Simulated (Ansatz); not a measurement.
Re in space group P-6m2 (No. 187; Pearson symbol hP8) at seven volumes, DFT-PBEsol in the program Ansatz with PAW potentials, shape and atoms relaxed at each. One row is withheld.

| V (Å³/atom) | P (GPa) |
|---|---|
| 13.246 | 45.30 |
| 13.683 | 27.74 |
| 14.119 | 12.76 |
| 14.556 | 0.00 |
| 14.993 | -10.85 |
| 15.429 | ? |
| 15.866 | -27.85 |

**Question.** Fit the shown pressures and predict the withheld one.

**Answer.** Third-order Birch–Murnaghan: P = (3/2)B₀(x^(7/2) − x^(5/2))[1 + (3/4)(B′ − 4)(x − 1)] with x = (V₀/V)^(2/3). Least squares on the six rows gives V₀ = 14.557 Å³/atom, B₀ = 390.6 GPa, B′ = 4.38. At V = 15.429, x = 0.9620 and P = -20.01 GPa. The run itself gave -20.06 GPa.

The start of the workflow was typed in or built on a structure type; neither database checked (COD, Materials Project) lists it. It is not the phase usual at ambient conditions (space group No. 194). The cell was relaxed with PBEsol under the symmetry of its start; its stability against distortions is not shown here. No spin polarisation was allowed. Spin–orbit coupling is left out wherever it is not named.

Potentials: the earlier of the program's two PAW sets. The files were generated under PBE; for other functionals the program regenerates the frozen cores, and for LDA and PBEsol the local potential too.
